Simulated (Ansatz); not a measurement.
# Debugging a calculation of In$_{3}$Se

The input below was meant for crystalline In$_{3}$Se, with PBE, plane waves and PAW in Ansatz.

```yaml
crystal:
  lattice:
    - [4.803758, 0.0, 0.0]
    - [0.0, 4.803758, 0.0]
    - [0.0, 0.0, 4.803758]
  atoms:
    - { symbol: In, position: [0.0, 0.5, 0.5] }
    - { symbol: In, position: [0.5, 0.0, 0.5] }
    - { symbol: In, position: [0.5, 0.5, 0.0] }
    - { symbol: Se, position: [0.0, 0.0, 0.0], spin: 2.0 }
basis:
  ecutwfc: 420
kpoints:
  mp_grid: { grid: [10, 10, 10] }
hamiltonian:
  xc: pbe
scf:
  occupations: { method: gaussian, width: 0.1 }
output:
  forces: true
  stress: true
  eigenvalues: true
  populations: true
magnetization:
  spin_polarized: false
```

Command:

```bash
ansatz run input.yaml --threads 1 --pin off --max-ram 2560MiB --backend cpu --events-out ev --progress --plain --runs-dir out
```

Output, shortened:

```text
Error: inconsistent input (magnetization.spin_polarized): false but per-atom `spin:`, `per_species`, `initial_magnetization`, `magnetic_field`, or `spin_locking` is set
```

Question: What is the cause?
A. An atom left out of the cell, with fixed occupations
B. No spin polarisation on a magnet
C. Starting moments without spin polarisation
D. A cutoff far under the potentials' need
E. Too few SCF iterations allowed

Answer: C. Moments need two spin channels. The cure is the moments removed, as this run is meant to be without spin (a magnetic crystal would need spin polarisation switched on instead).

The change to the input:

```diff
 crystal:
   atoms:
-    - { symbol: Se, position: [0.0, 0.0, 0.0], spin: 2.0 }
+    - { symbol: Se, position: [0.0, 0.0, 0.0] }
-magnetization:
-  spin_polarized: false
```

With the mended input the run converges and gives no gap, a pressure of -0.32 GPa.

The mended run took 38 s on 1 thread of Intel(R) Xeon(R) Processor @ 2.50GHz (Skylake/Cascade Lake), with other jobs on the host, peak memory 0.46 GiB.